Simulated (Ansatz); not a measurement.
A geometry of AlRh away from equilibrium: the start of the relaxation of a relaxed AlRh cell, doubled along one cell vector, shaken by Gaussian noise of σ = 0.08 Å a coordinate. Computed with PBEsol (plane waves to 420 eV, PAW, scalar-relativistic; Ansatz, a first-principles code). Γ-centred k-mesh 6×11×11 on the run's cell (coarser than for final values), Fermi–Dirac smearing 0.05 eV.

```xyz
4
Lattice="5.9438 0.0000 0.0000 0.0000 2.9719 0.0000 0.0000 0.0000 2.9719" Properties=species:S:1:pos:R:3:forces:R:3 pbc="T T T" free_energy=-13730.957 pressure_GPa=0.7
Al     1.4976     1.5333     1.5158   -0.4707   -0.5353   -0.4344
Al     4.4077     1.4093     1.4024    0.5378    0.4514    0.4607
Rh     0.0007    -0.0417    -0.0119   -0.3342    0.1988   -0.0684
Rh     2.9399     0.0016    -0.0299    0.2671   -0.1149    0.0420
```

Positions in Å, forces in eV/Å, free energy of the cell in eV (comparable only within this code, potentials and settings). Largest force: 0.84 eV/Å, on Al1, Al2 (atoms numbered as listed); the geometry lies 0.02 eV/atom above the end of its relaxation.

No spin polarisation in the result.

The first start was generated by placing the elements on the sites of a structure type. Materials Project lists a structure of AlRh in the same space group, Pm-3m (No. 221); the sites were not compared with it, nor with measured phases.
